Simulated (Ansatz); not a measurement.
This cell of Tl (hcp, Mg type) is off equilibrium:

```
CELL_PARAMETERS angstrom
      7.03993     0.00000     0.00000
     -1.75998     3.04838     0.00000
      0.00000     0.00000     5.60163
ATOMIC_POSITIONS crystal
  Tl 0.11122 0.58548 0.75000
  Tl 0.66667 0.66667 0.75000
  Tl 0.33333 0.33333 0.25000
  Tl 0.83333 0.33333 0.25000
```

Computed with r2SCAN (plane waves to 500 eV, PAW, scalar-relativistic; Ansatz, an electronic-structure program). k mesh 6×12×7 (Γ-centred), Fermi-Dirac smearing 0.05 eV. The energy includes the smearing's −TS. Compression counts positive. With partly filled bands, energies and forces of such displacements shift with the k mesh and the smearing. Spin-orbit coupling is left out, though Tl is heavy. Tl was relaxed with its symmetry unable to fall.

**Question.** What forces act on the atoms (eV/Å, Cartesian)?

**Answer.** 
| atom | Fx | Fy | Fz |
|---|---|---|---|
| Tl1 | 0.584 | 0.389 | 0.000 |
| Tl2 | -0.473 | -0.331 | 0.000 |
| Tl3 | -0.031 | -0.035 | 0.000 |
| Tl4 | -0.080 | -0.023 | 0.000 |

**Question.** In it atom 1 sits (-0.247, -0.247, 0.000) Å away from its relaxed site. What is its energy relative to the relaxed cell?

**Answer.** 113 meV/cell.

(For displaced atoms, the force is minus the slope of the energy, and its curvature is a force constant, which sets phonon frequencies.)
